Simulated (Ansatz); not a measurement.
Si$_{2}$Ni in space group P6/mmm (No. 191; Ni on 1a, Si on 2d) at seven volumes, PBEsol (plane waves, PAW; program Ansatz), shape and atoms relaxed at each. One row is withheld.

```
V (Å³/atom)  P (GPa)
-----------  -------
11.558         17.09
11.939         10.42
12.320          4.79
12.701          0.00
13.082             ?
13.463         -7.54
13.844        -10.47
```

Task: Fit the shown pressures and predict the withheld one.

Result: Third-order Birch–Murnaghan: P = (3/2)B₀(x^(7/2) − x^(5/2))[1 + (3/4)(B′ − 4)(x − 1)] with x = (V₀/V)^(2/3). Least squares on the six rows gives V₀ = 12.701 Å³/atom, B₀ = 147.0 GPa, B′ = 4.43. At V = 13.082, x = 0.9805 and P = -4.07 GPa. The run itself gave -4.08 GPa.

A made-up cell: these elements were put on the sites of a structure type; neither database checked (COD, Materials Project) lists it. It is not the phase usual at ambient conditions (space group No. 225). The PBEsol relaxation kept the symmetry of its start. At this level the phase is dynamically unstable (imaginary phonons). The workflow began spin-polarised and lost its moments.

Potentials: the later of the program's two PAW sets.
